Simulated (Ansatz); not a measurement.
The cell was built from the zincblende type and relaxed in the same program, and has space group F-43m; it needn't be a known or the stable phase.

Input and log of a run on BAs: DFT, PBE, all-electron PAW with datasets made for the crystal, scalar-relativistic (Ansatz 0.2.0).

```yaml
crystal:
  lattice:
    - [0.0, 2.4046586295, 2.4046586295]
    - [2.4046586295, 0.0, 2.4046586295]
    - [2.4046586295, 2.4046586295, 0.0]
  atoms:
    - { symbol: B, position: [0.0, 0.0, 0.0] }
    - { symbol: As, position: [0.25, 0.25, 0.25] }
kpoints:
  mp_grid: { grid: [15, 15, 15] }
  band_path:
    path:
      - [0.0, 0.0, 0.0]
      - [-0.5, -0.5, 0.0]
      - [-0.375, -0.375, 0.25]
      - [-0.375, 0.0, 0.375]
      - [0.0, 0.0, 0.0]
      - [0.0, 0.0, 0.5]
      - [-0.5, -0.25, 0.25]
      - [-0.5, -0.5, 0.0]
    npoints: 8
scf:
  occupations: { method: fermi_dirac, width: 0.08 }
hamiltonian:
  xc: pbe
  pseudopotentials: { kind: all_electron, datasets: crystal }
output:
  forces: true
  stress: true
  eigenvalues: true
  efg: { contact_densities: true }
```

Output:

```
hamiltonian.pseudopotentials.datasets: crystal makes datasets for this crystal and solves the spheres of its atoms anew in each pass: cutoff 240.0 eV, the density's 1200.0 eV; for an error of 0.50 meV an atom under PBE, 1.0 meV for the cell; an energy difference from a run of another recipe may be off by several times the error for the cell, under r2SCAN by more, where some 0.1 meV an atom stays at smaller errors; B in spheres of 1.027 Å, 3 of its electrons in bands; As in spheres of 1.053 Å, 5 of its electrons in bands, 10 on its site; only band paths and densities of states list, in semicore columns, the levels of the semicore shells that are solved separately: 3d of As
Engine: ansatz 0.2.0
Pseudopotentials: kind: all_electron
Pseudopotential: B, paw, valence charge 3, recommended cutoff 240 eV (normal), Koelling and Harmon's equation, gaussian nucleus
Pseudopotential: As, paw, valence charge 15, recommended cutoff 240 eV (normal), Koelling and Harmon's equation, gaussian nucleus
Functional definition: PBE
  parameter kappa = 0.804
  parameter beta = 0.06672455060314922
  exchange = pbe_x(kappa = kappa, mu = beta*pi^2/3)
  correlation = pbe_c(beta = beta)
Crystal: 2 atoms, lattice volume = 27.809 Å³
Basis set: ecut = 240 eV, 259 PW (Γ), exchange–correlation on 40×40×40 points (8 copies of the dense FFT grid, shifted against one another)
Bands: 8, of which v1, the nominal top of the filled ones, is band 4 counted from 1 (3 counted from 0)
Symmetry: 24 space group operations
Space group: F-43m (ITA 216), of the structure as read, at distance tolerance 3.0e-5 Å
k-points: 120 of 3375 (time reversal used)
Non-local potential: B, projectors of the file, l = 0: 1, l = 1: 1
Non-local potential: As, projectors of the file, l = 0: 1, l = 1: 1
PAW form: soft (Blöchl's): semilocal exchange-correlation on the pseudo side does not see the compensation charge
PAW one-centre angular grid: B, 110 points (default); XC on its mesh's 1985 points in the sphere
PAW one-centre angular grid: As, 110 points (default); XC on its mesh's 1821 points in the sphere
Initial density: superposition of atomic densities (neutral atoms: chi_scale 0, normalization atom)
Initial wavefunctions: pseudopotential atomic-orbital guess
Functional: x = pbe(κ = 0.804, μ = 0.2195149727645171), c = pbe(β = 0.06672455060314922)
iter 1 solved again at ethr=2.60e-2 eV; its pass at ethr=1.00e-1 eV (dr2=2.08e0 eV) is discarded
SCF iter   1: F=—  HF=-62200.599561 eV  |F-HF|=—  |Δ(HF+E_count)|=         —  Δρ=7.49e-2  dr2=1.96e0  ethr=2.60e-2  ⟨swp⟩=3.0  Hψ=6212  notcnv=0
preconditioner: auto → none  [insulator: Δε(μ)=1.670 eV  Ē_g=12.296 eV  σ=0.080 eV  W_gap=1.00  n_scr=0 (ndim 8)  ℏωp=19.9 eV  f_vac=0.000  D(μ)=0.00/eV (n_scr^D=0)  ε∞_Penn≈3.6]
iter 2 solved again at ethr=1.44e-3 eV; its pass at ethr=2.45e-2 eV (dr2=1.16e-1 eV) is discarded
SCF iter   2: F=—  HF=-62200.161259 eV  |F-HF|=—  |Δ(HF+E_count)|=   4.38e-1  Δρ=2.42e-2  dr2=1.23e-1  ethr=1.44e-3  ⟨swp⟩=2.3  Hψ=4050  notcnv=0  defer=2
SCF iter   3: F=—  HF=-62200.165947 eV  |F-HF|=—  |Δ(HF+E_count)|=   4.69e-3  Δρ=9.65e-3  dr2=2.03e-2  ethr=1.44e-3  ⟨swp⟩=2.2  Hψ=1943  notcnv=0  defer=1
SCF iter   4: F=—  HF=-62200.171633 eV  |F-HF|=—  |Δ(HF+E_count)|=   5.69e-3  Δρ=1.33e-3  dr2=2.44e-4  ethr=2.54e-4  ⟨swp⟩=2.1  Hψ=2490  notcnv=0  defer=1
SCF iter   5: F=—  HF=-62200.173357 eV  |F-HF|=—  |Δ(HF+E_count)|=   1.72e-3  Δρ=2.37e-4  dr2=4.89e-6  ethr=3.05e-6  ⟨swp⟩=3.0  Hψ=2479  notcnv=0  defer=1
SCF iter   6: F=—  HF=-62200.173394 eV  |F-HF|=—  |Δ(HF+E_count)|=   3.73e-5  Δρ=7.68e-5  dr2=4.17e-7  ethr=6.11e-8  ⟨swp⟩=3.0  Hψ=1746  notcnv=0
SCF iter   7: F=-62200.173399 eV  HF=-62200.173399 eV  |F-HF|=3.57e-10  |Δ(HF+E_count)|=   4.59e-6  Δρ=9.69e-6  dr2=1.26e-8  ethr=5.21e-9  ⟨swp⟩=3.0  Hψ=1865  notcnv=0
SCF 1 converged in 7 iterations: F = -62200.173383 eV  dr2 = 1.26e-8
  Residual-converged pass: ⟨swp⟩=3.1  Hψ=1915  notcnv=0  max |occ|·‖R‖ = 5.3e-6 eV (tolerance 5.3e-6 eV)  dr2=1.26e-8  dr2_onsite=2.60e-9  max |Δocc| = 5.0e-10
  greatest PAW one-centre occupation: 0.491 electrons in one spin orbital (limit 2), on the As atom at site 1 (counted from 0), in its partial waves of l = 0
NSCF: frozen V_eff on 57 k-points
WARN: these bands are not tested for levels that they lack, and near the highest can lack one: the test was left open at 1 of its k-points (by spin channel)
SCF converged after 7 iterations
Free energy (F): -62200.173383 eV
Harris-Foulkes:  -62200.173383 eV  (|F-HF|=3.57e-10)
Internal energy: -62200.173378 eV  (E = F + TS)
E sigma→0 (E₀):  -62200.173381 eV
Entropy (-TS):   -0.000005 eV (-0.003 meV/atom)
Past the cutoff: the bands carry plane waves up to 1.75 times it, of which those up to 1.5 times it add -0.000441 eV an atom, each by itself; the spheres take 0.000240 eV an atom off the energy for waves past 1.75 times it
By the cutoff:   a pressure is off by up to 0.008 GPa (1.2 times the spheres' own share and the shells' term, over an atom's volume, and 0.004 GPa: a bound that held against runs at twice the plane waves)
Past the cutoffs: a stress includes 0.0009 GPa for waves and charges beyond them, in addition to the slope of what the spheres take
In the spheres:  the bands' charges fall short by 2.9e-6 e at most (sound up to 1e-3), those of shells solved beside the bands by 2.4e-7 e (sound up to 5e-4)
Fermi energy:    11.981595 eV
--- Per-component energies (eV) ---
  The terms above E_closure are by the made datasets' own strengths, without shells solved beside the bands.
--- Forces (eV/Å), atoms counted from 1 ---
  atom   1  B      0.00000000    -0.00000000    -0.00000000
  atom   2  As    -0.00000000    -0.00000000     0.00000000
  max |Σ_I F_I| component: 9.25e-17 eV/Å
--- Stress (GPa, compression-positive) ---
       -0.036750      -0.000000      -0.000000
        0.000000      -0.036750       0.000000
       -0.000000       0.000000      -0.036750
  P = ⅓ Tr σ = -0.0368 GPa (-0.368 kbar)
  It holds what live shells' own plane waves past their cutoff add
--- PAW observables at the nuclei: V_zz in 10²¹ V/m², potentials from the cell's mean, atoms counted from 1 ---
  atom   1  B  V_zz =    -0.000000   η = 0.0000   by run symmetry: forbidden
            electrostatic potential = -326.464841 V   contact ρ = 486.333182 e/Å³
  atom   2  As V_zz =    -0.000000   η = 0.0000   by run symmetry: forbidden
            electrostatic potential = -4515.856205 V   contact ρ = 235552.865947 e/Å³
--- Band table (eV; the first three rows and the last of 120) ---
  k-point 0: bands = ["-3.8232", "11.3921", "11.3921", "11.3921", "14.6512", "14.6512"]
  k-point 1: bands = ["-3.7514", "10.6863", "11.2506", "11.2506", "14.7585", "14.8378"]
  k-point 2: bands = ["-3.5378", "9.2552", "10.9181", "10.9181", "14.6924", "15.2774"]
  k-point 119: bands = ["0.3532", "3.4505", "5.8769", "6.6000", "16.2045", "17.3258"]
```
